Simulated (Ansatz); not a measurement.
Co:
```yaml
crystal:
  lattice:
    - [6.02059, 0.00000, 0.00000]
    - [0.00000, 6.02059, 0.00000]
    - [0.00000, 0.00000, 6.02059]
  atoms:
    - { symbol: Co, position: [0.05581, 0.05581, 0.05581], spin: 1.9 }
    - { symbol: Co, position: [0.19419, 0.80581, 0.30581], spin: 1.9 }
    - { symbol: Co, position: [0.44419, 0.94419, 0.55581], spin: 1.9 }
    - { symbol: Co, position: [0.30581, 0.19419, 0.80581], spin: 1.9 }
    - { symbol: Co, position: [0.55581, 0.44419, 0.94419], spin: 1.9 }
    - { symbol: Co, position: [0.69419, 0.69419, 0.69419], spin: 1.9 }
    - { symbol: Co, position: [0.94419, 0.55581, 0.44419], spin: 1.9 }
    - { symbol: Co, position: [0.80581, 0.30581, 0.19419], spin: 1.9 }
    - { symbol: Co, position: [0.12500, 0.19911, 0.44911], spin: 1.9 }
    - { symbol: Co, position: [0.05089, 0.87500, 0.69911], spin: 1.9 }
    - { symbol: Co, position: [0.37500, 0.80089, 0.94911], spin: 1.9 }
    - { symbol: Co, position: [0.44911, 0.12500, 0.19911], spin: 1.9 }
    - { symbol: Co, position: [0.62500, 0.30089, 0.55089], spin: 1.9 }
    - { symbol: Co, position: [0.55089, 0.62500, 0.30089], spin: 1.9 }
    - { symbol: Co, position: [0.87500, 0.69911, 0.05089], spin: 1.9 }
    - { symbol: Co, position: [0.94911, 0.37500, 0.80089], spin: 1.9 }
    - { symbol: Co, position: [0.69911, 0.05089, 0.87500], spin: 1.9 }
    - { symbol: Co, position: [0.19911, 0.44911, 0.12500], spin: 1.9 }
    - { symbol: Co, position: [0.30089, 0.55089, 0.62500], spin: 1.9 }
    - { symbol: Co, position: [0.80089, 0.94911, 0.37500], spin: 1.9 }
```

Relaxed with r²SCAN (plane waves, PAW; program Ansatz). Indices refer to the conventional cell of P4_132, a = b = c = 6.021 Å, α = β = γ = 90.00°.

Task: Simulate the powder diffraction pattern (Cu Kα, λ = 1.54184 Å; lines above 1 %) up to 2θ = 90°.

Result: Simulated powder pattern, Cu Kα, λ = 1.54184 Å (kinematic, ideal powder, no thermal factors, no anomalous dispersion; the 30 strongest lines at most, above 1 %, up to 2θ = 90°):

```json
[
 {"2θ (°)": "20.87", "d (Å)": "4.257", "I/Imax (%)": "2.4", "hkl": "(110)"},
 {"2θ (°)": "25.63", "d (Å)": "3.476", "I/Imax (%)": "1.3", "hkl": "(111)"},
 {"2θ (°)": "33.28", "d (Å)": "2.692", "I/Imax (%)": "4.4", "hkl": "(210)"},
 {"2θ (°)": "36.56", "d (Å)": "2.458", "I/Imax (%)": "2.6", "hkl": "(211)"},
 {"2θ (°)": "42.47", "d (Å)": "2.129", "I/Imax (%)": "2.8", "hkl": "(220)"},
 {"2θ (°)": "45.18", "d (Å)": "2.007", "I/Imax (%)": "100", "hkl": "(221)"},
 {"2θ (°)": "47.77", "d (Å)": "1.904", "I/Imax (%)": "56", "hkl": "(310)"},
 {"2θ (°)": "50.26", "d (Å)": "1.815", "I/Imax (%)": "33", "hkl": "(311)"},
 {"2θ (°)": "54.99", "d (Å)": "1.670", "I/Imax (%)": "1.2", "hkl": "(320)"},
 {"2θ (°)": "57.25", "d (Å)": "1.609", "I/Imax (%)": "7.5", "hkl": "(321)"},
 {"2θ (°)": "65.81", "d (Å)": "1.419", "I/Imax (%)": "6.3", "hkl": "(411)+(330)"},
 {"2θ (°)": "69.87", "d (Å)": "1.346", "I/Imax (%)": "4.3", "hkl": "(420)"},
 {"2θ (°)": "73.83", "d (Å)": "1.284", "I/Imax (%)": "1.2", "hkl": "(332)"},
 {"2θ (°)": "77.70", "d (Å)": "1.229", "I/Imax (%)": "2.0", "hkl": "(422)"},
 {"2θ (°)": "79.62", "d (Å)": "1.204", "I/Imax (%)": "3.2", "hkl": "(430)"},
 {"2θ (°)": "81.52", "d (Å)": "1.181", "I/Imax (%)": "25", "hkl": "(431)+(510)"},
 {"2θ (°)": "83.42", "d (Å)": "1.159", "I/Imax (%)": "2.6", "hkl": "(511)+(333)"},
 {"2θ (°)": "87.19", "d (Å)": "1.118", "I/Imax (%)": "19", "hkl": "(432)+(520)"},
 {"2θ (°)": "89.07", "d (Å)": "1.099", "I/Imax (%)": "6.6", "hkl": "(521)"}
]
```

The start of the workflow was typed in or built on a structure type; neither database checked (COD, Materials Project) lists it. It is not the phase usual at ambient conditions (space group No. 194). The cell was relaxed with r²SCAN under the symmetry of its start; whether a distortion lowers the energy is not shown. Magnetic state: ferromagnetic, the only order run, not a proven ground state. Other orbital occupations within this spin state were not tried.

Potentials: the later of the program's two PAW sets.
